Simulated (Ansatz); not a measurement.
InP in space group P6_3mc (No. 186; In on 2b, P on 2b, In on 2a, P on 2a), plane-wave PAW r²SCAN (Ansatz code). The conduction-band minimum lies at Γ, with 1 equivalent valley. Second derivatives d²E/dk² of the lowest band at one valley (eV·Å²), along Cartesian directions:

```json
[
 {"direction": "[100]", "d²E/dk²": "96.28"},
 {"direction": "[010]", "d²E/dk²": "96.28"},
 {"direction": "[001]", "d²E/dk²": "104.2"},
 {"direction": "[110]", "d²E/dk²": "96.28"},
 {"direction": "[101]", "d²E/dk²": "100.3"},
 {"direction": "[011]", "d²E/dk²": "100.3"}
]
```

**Question.** Find the principal effective masses, the density-of-states mass and the conductivity mass.

**Answer.** Off-diagonal terms follow from H_xy = H[110] − (H_xx + H_yy)/2, and m*/mₑ = 7.620 eV·Å² over each eigenvalue: 0.073, 0.079, 0.079. One valley's DOS mass (m₁m₂m₃)^(1/3) = 0.077, conductivity mass 3/(Σ 1/mᵢ) = 0.077 mₑ.

**Question.** What effective density of states Nc follows at 300 K for parabolic valleys?

**Answer.** Nc = 2.509e19 × 1 × (0.077)^(3/2) ≈ 5.4e17 cm⁻³.

The start of the workflow was typed in or built on a structure type; the Crystallography Open Database copy checked does not list it. It is not the phase usual at ambient conditions (space group No. 216). Symmetry was held in the r²SCAN relaxation; its stability against distortions is not shown here. Spin–orbit coupling is left out wherever it is not named.

Potentials: the later of the program's two PAW sets.

Edges and masses are those of Kohn–Sham bands, whose gap is no quasiparticle gap.
